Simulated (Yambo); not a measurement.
Yambo run on CdS (zinc blende, space group F-43m, No. 216). The wavefunctions are PBE (pw.x of Quantum ESPRESSO, ONCV potentials, no spin-orbit coupling) ones on a 4×4×4 mesh (13 occupied bands); a = 4.162 Å, b = 4.162 Å, c = 4.162 Å, α = 60.00°, β = 60.00°, γ = 60.00°.

Yambo input:

```
rim_cut
gw0
dyson
el_el_corr
HF_and_locXC
ppa
em1d
RandQpts= 1000000
RandGvec= 1 Ry
EXXRLvcs= 102 Ry
VXCRLvcs= 408 Ry
Chimod= "HARTREE"
% BndsRnXp
 5 | 118 |
%
NGsBlkXp= 10 Ry
% LongDrXp
 1.0 | 1.0 | 1.0 |
%
PPAPntXp= 10 eV
% GbndRnge
 1 | 118 |
%
GTermKind= "BG"
DysSolver= "n"
ExtendOut
% QPkrange
 1 | 1 | 13 | 14 |
%
```

k points by index: 1 = Γ.

Resulting energies as the program prints them:

```
#    K-point    Band    Eo [eV]    E [eV]    E-Eo [eV]    Vxc [eV]    Vnlxc [eV]    Sc|Eo [eV]    Sc|E [eV]    dSc/dw|Eo [eV]    Re(Z)    Im(Z)
#
    1    13    0.000000    -0.675337    -0.675337    -15.21961    -18.20181    2.083350    2.306861    -9.003705    0.751377    -0.002008
    1    14    1.086972    1.389027    0.302055    -10.59504    -6.757292    -3.454047    -3.535690    -7.351304    0.787301    -0.001797
```
(The two width columns are left out.) Convergence of these settings isn't established.

Geometry of the Materials Project entry, not relaxed at this level.
